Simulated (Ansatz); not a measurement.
In$_{2}$Se$_{3}$:
```
CELL_PARAMETERS angstrom
      4.05367     0.00000     0.00000
     -2.02684     3.51058     0.00000
      0.00000     0.00000    19.17695
ATOMIC_POSITIONS crystal
  Se 0.66667 0.33333 0.99645
  In 0.00000 0.00000 0.06727
  Se 0.33333 0.66667 0.15197
  In 0.33333 0.66667 0.28500
  Se 0.66667 0.33333 0.34882
  Se 0.00000 0.00000 0.49290
  In 0.33333 0.66667 0.56366
  Se 0.66667 0.33333 0.64837
  In 0.66667 0.33333 0.78141
  Se 0.00000 0.00000 0.84505
```

Relaxed with PBE+D3(BJ). Special points in fractions of this cell's reciprocal vectors: Γ (0.000, 0.000, 0.000); M (0.500, 0.000, 0.000); K (0.333, 0.333, 0.000); A (0.000, 0.000, 0.500); L (0.500, 0.000, 0.500); H (0.333, 0.333, 0.500).

Task: List the band energies nearest the valence-band maximum at these points for PBE+D3(BJ) in the plane-wave PAW code Ansatz.

Result: In eV from the valence-band maximum; about four levels below and three above (degenerate sets whole), none deeper than 8.9 eV; points with the same levels are listed once.

```json
[
 {"k": "Γ", "below": "-0.22 -0.22 -0.11 -0.11", "above": "0.49 1.59 2.30"},
 {"k": "M", "below": "-0.88 -0.80 -0.30 -0.14", "above": "1.48 1.59 2.12"},
 {"k": "K", "below": "-1.49 -1.19 -0.44 -0.43", "above": "2.25 2.51 2.66 2.67"},
 {"k": "A", "below": "-0.20 -0.20 -0.12 -0.12", "above": "1.09 1.11 2.44"},
 {"k": "L", "below": "-1.08 -0.60 -0.25 -0.18", "above": "1.31 1.78 2.06"},
 {"k": "H", "below": "-1.46 -1.36 -0.48 -0.33", "above": "2.11 2.55 2.62"}
]
```

Space group P3m1. The start of the workflow was typed in or built on a structure type; neither database checked (COD, Materials Project) lists it. COD files the formula under space group No. 160, 166, 169, 170. Its standing as an ambient phase is unchecked. The cell was relaxed with PBE+D3(BJ) under the symmetry of its start; whether a distortion lowers the energy is not shown. Scalar-relativistic: spin–orbit coupling is off unless named, which matters more the heavier the elements.

Potentials: the later of the program's two PAW sets.
